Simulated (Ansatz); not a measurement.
With r²SCAN in the plane-wave PAW code Ansatz, PbS in the zinc blende structure (F-43m) relaxes to a = 6.602 Å. S has 4 nearest neighbours from 2.86 Å (tetrahedral); Pb has 4 nearest neighbours from 2.86 Å (tetrahedral). Its formation energy from the elements is -0.41 eV/atom, with no fitted shifts.

It is gapped at this level: 0.95 eV (indirect). The valence maximum lies at W and the conduction minimum at X (3 equivalent valleys). The screened hybrid HSE06 puts the gap at 1.29 eV. Gap from r²SCAN with spin–orbit coupling: 0.84 eV. Electrons at the band edge weigh 0.36, 0.36, 1.7 mₑ (principal values). The hole mass is 0.62, 0.62, 0.73 mₑ (principal values).

An equation-of-state fit gives a bulk modulus of 38.4 GPa. The relaxed-ion elastic constants in GPa are C11 = 39.8, C12 = 37.8, C44 = -7.9. Bader charges are S -1.03, Pb +1.03 e.

The start of the workflow was typed in or built on a structure type; neither database checked (COD, Materials Project) lists it. It is not the phase usual at ambient conditions (space group No. 225). Symmetry was held in the r²SCAN relaxation. At this level the phase is mechanically unstable. The references are the lowest solids computed at this level, not always the standard phases. Scalar-relativistic: spin–orbit coupling is off unless named, which matters more the heavier the elements.

Potentials: the later of the program's two PAW sets.
